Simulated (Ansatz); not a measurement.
The start is a relaxed ZrO2 cell, doubled along one cell vector, shaken by Gaussian noise of σ = 0.08 Å a coordinate. Cell shape, volume and atoms are optimised at zero target pressure with r2SCAN (plane waves to 500 eV, PAW, scalar-relativistic; Ansatz, a first-principles code). The first steps use a coarse 4×7×5 k-mesh.

Initial structure:
```
ZrO2
1.0
    7.20268     0.00000     0.00000
    0.00000     3.60134     0.00000
    0.00000     0.00000     5.22807
Zr O
4 8
Direct
  0.97535   0.00752   0.00990
  0.50030   0.00133   0.98759
  0.23965   0.51949   0.47045
  0.73148   0.48485   0.50706
  0.01148   0.51714   0.17291
  0.49911   0.50932   0.22436
  0.99220   0.50038   0.72891
  0.50169   0.49616   0.71241
  0.22738   0.00931   0.31778
  0.75294   0.00196   0.27374
  0.22583   0.99032   0.80202
  0.74766   0.97021   0.82340
```

- Initial pressure = +5.2 GPa (positive: the cell is compressed)
- Largest initial force = 4.82 eV/Å, on O12 (atoms numbered as listed)
- Energy released = 0.19 eV/atom
- Relative to the parent = The parent structure is recovered, P4₂/nmc (No. 137)
- Shortest distances (start → end) = The closest pairs of elements (up to four, under 3.6 Å), start → end: O–Zr 1.91 → 2.07 Å; O–O 2.33 → 2.61 Å; Zr–Zr 3.42 → 3.60 Å
- Band gap at the end = 4.60 eV, indirect (valence top at k = (0.2222, 0.2222, 0), conduction bottom at Γ) (no spin-orbit coupling)
- Optimiser moves = 5

The end point of the relaxation:

```cif
data_O4Zr2
_chemical_formula_sum 'Zr2 O4'
_space_group_name_H-M_alt 'P42/nmc :1'
_space_group_IT_number 137
_space_group_name_Hall 'P 4n 2n -1n'
_cell_length_a 3.60133
_cell_length_b 3.60133
_cell_length_c 5.22794
_cell_angle_alpha 90.000
_cell_angle_beta 90.000
_cell_angle_gamma 90.000
loop_
_space_group_symop_operation_xyz
  'x, y, z'
  '-y+1/2, x+1/2, z+1/2'
  '-x, -y, z'
  'y+1/2, -x+1/2, z+1/2'
  'x+1/2, -y+1/2, -z+1/2'
  '-y, -x, -z'
  '-x+1/2, y+1/2, -z+1/2'
  'y, x, -z'
  '-x+1/2, -y+1/2, -z+1/2'
  'y, -x, -z'
  'x+1/2, y+1/2, -z+1/2'
  '-y, x, -z'
  '-x, y, z'
  'y+1/2, x+1/2, z+1/2'
  'x, -y, z'
  '-y+1/2, -x+1/2, z+1/2'
loop_
_atom_site_label
_atom_site_type_symbol
_atom_site_symmetry_multiplicity
_atom_site_Wyckoff_symbol
_atom_site_fract_x
_atom_site_fract_y
_atom_site_fract_z
_atom_site_occupancy
Zr1 Zr 2 b 0.00000 0.00000 0.50000 1
O1 O 4 d 0.00000 0.50000 0.19680 1
```

Final values are on a 9×9×7 k-mesh of the relaxed cell. No spin polarisation in the result.
